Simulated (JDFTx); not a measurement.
```json
{
 "surface": "Pb(110)",
 "bulk": "Pb, Fm-3m, lattice of mp-20483 (not re-optimised)",
 "slab": "8 atoms in 8 planes, 1x1, 12.1 Å between the outermost planes",
 "in-plane cell": "3.528 × 4.990 Å, 17.60 Å²",
 "cell_height": "28.3 Å",
 "sampling": "6×4×1 k mesh, Fermi smearing 0.01 Ha, no spin polarisation"
}
```

Method: PBE, GBRV ultrasoft potentials, plane waves to 20/100 Ha, in JDFTx (a modified build). Liquid on both sides: soft-sphere model, water, 1 M KF; nuclei fixed. 

Charging data:

```tsv
U − U_pzc (V)	σ (μC/cm²)
-0.31	-11.83
0.00	0.00
0.59	18.37
```

A calculation by hand: a check of Lippmann's equation. The grand free energy per area against the neutral slab, Δγ = [F(N) − F(N₀) − μ(N − N₀)]/2A, is taken from the total energies of the same runs.

```tsv
U − U_pzc (V)	Δγ (mJ/m²)
-0.31	-18.1
0.00	0.0
0.59	-55.6
```

Δγ is largest at zero charge and falls away from it, as dγ/dU = −σ demands. At 0.59 V the computed -55.6 mJ/m² stands beside -53.8 mJ/m² from the constant-capacitance formula.
